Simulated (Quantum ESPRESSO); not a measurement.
```cif
data_O2Sn2
_chemical_formula_sum 'O2 Sn2'
_space_group_name_H-M_alt 'P 1'
_space_group_IT_number 1
_cell_length_a 3.83164
_cell_length_b 3.83164
_cell_length_c 4.74022
_cell_angle_alpha 90.000
_cell_angle_beta 90.000
_cell_angle_gamma 90.000
loop_
_space_group_symop_operation_xyz
  'x, y, z'
loop_
_atom_site_label
_atom_site_type_symbol
_atom_site_fract_x
_atom_site_fract_y
_atom_site_fract_z
_atom_site_occupancy
O1 O 0.50000 0.50000 0.00000 1
O2 O 0.00000 0.00000 0.00000 1
Sn1 Sn 0.00000 0.50000 0.24486 1
Sn2 Sn 0.50000 0.00000 0.75514 1
```

Cell and atoms were relaxed with PBE+D3(BJ) from Materials Project entry mp-2097, within its symmetry.

Q: What does PBEsol (pw.x of Quantum ESPRESSO, ONCV potentials, with spin-orbit coupling) give for the electronic structure near the Fermi level?

A: At this level the gap is closed or nearly so: along the path the highest valence and lowest conduction bands touch, or overlap by less than 0.6 eV, a zero-gap or semimetallic result; the valence top lies at 14 % of the way from Γ to X, the conduction bottom at M, 0.09 eV lower. Semilocal functionals close the gaps of some narrow-gap semiconductors, so this alone doesn't show that the compound has none.
